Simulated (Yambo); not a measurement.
A G0W0@PBEsol run in Yambo for MgCdTe2 (space group P-4m2, No. 115) (2×2×2 Γ-centred k mesh, bands 17 to 312 and a 6 Ry block in the screening, 312 bands in G with the Bruneval-Gonze terminator, plasmon pole fitted at 27.2 eV) gives these matrix elements, in eV, at the band edges (Γ → Γ):

| state | E0 | <Vxc> | <Σx> | <Σc(E0)> | Z |
|---|---|---|---|---|---|
| valence edge | 0.000 | -12.702 | -15.744 | 1.831 | 0.793 |
| conduction edge | 1.158 | -10.894 | -6.930 | -3.589 | 0.805 |

### Question
Solve the linearised quasiparticle equation for both states, give the gap, and say how exchange and correlation each act on it.

### Answer
E = E0 + Z(Σx + Σc − Vxc). Valence: 0.000 + 0.793 × (-15.744 + (1.831) − (-12.702)) = -0.96 eV. Conduction: 1.158 + 0.805 × (-6.930 + (-3.589) − (-10.894)) = 1.46 eV. The gap is 2.42 eV, against 1.16 eV in PBEsol. Replacing Vxc by bare exchange alone would open it by 7.01 eV; correlation takes back 5.42 eV of that, and Z scales what is left. Nearest settings tried, and what they do to the gap: 212 bands in G: +3 meV; 212 bands in W, 212 bands in G: +47 meV; 5 Ry block (181 vectors against 245): -25 meV; 2×2×1 mesh: -196 meV. So the settings aren't converged at that level. The k mesh is coarse. Among the k points computed, the smallest G0W0 gap is 2.36 eV, Γ → Γ. 

The standard potential for Te keeps a d shell in the valence without the s and p states of that shell. In tests on such compounds this moved G0W0 gaps by up to about 0.9 eV, so absolute quasiparticle energies here are unreliable; differences between settings are what counts.

Spin-orbit coupling is included.

Geometry relaxed with PBEsol; primitive cell a = b = 4.5987 Å, c = 6.3906 Å, α = β = γ = 90.00°.

The structure is a Materials Project entry; no match was found in the copy of COD used, and its stability was not checked.
